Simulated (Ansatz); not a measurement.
# BIr (P-6m2), axial (c/a) deformation path

The calculation used DFT PBEsol, scalar-relativistic, plane waves, PAW (Ansatz). The runs took a 420 eV cutoff, a Γ-centred 21×21×20 mesh and Gaussian smearing (0.15 eV). Spin–orbit coupling is left out, which can shift energies with elements as heavy as these. No spin polarisation. Energies are free energies at this smearing, counted from the undisturbed cell; pressure is positive in compression.

Reference structure (as given, not relaxed at this level; it stands at -5.5 GPa, and it needn't be the usual structure):

```xyz
2
Lattice="3.0421 0.0000 0.0000 -1.5211 2.6345 0.0000 0.0000 0.0000 2.7030" Properties=species:S:1:pos:R:3 pbc="T T T"
B     0.0000    1.7564    1.3515
Ir   -1.5211    2.6345    0.0000
```

At fixed volume and fractional coordinates, lengths along (0.000, 0.000, 1.000) are scaled against those across it; ρ is that ratio over its starting value. The cell is metallic on the mesh throughout.

| ρ | ΔE (meV/atom) |
| --- | --- |
| 0.850 | 328.9 |
| 0.920 | 86.1 |
| 1.000 | 0.0 |
| 1.100 | 73.1 |
| 1.200 | 121.6 |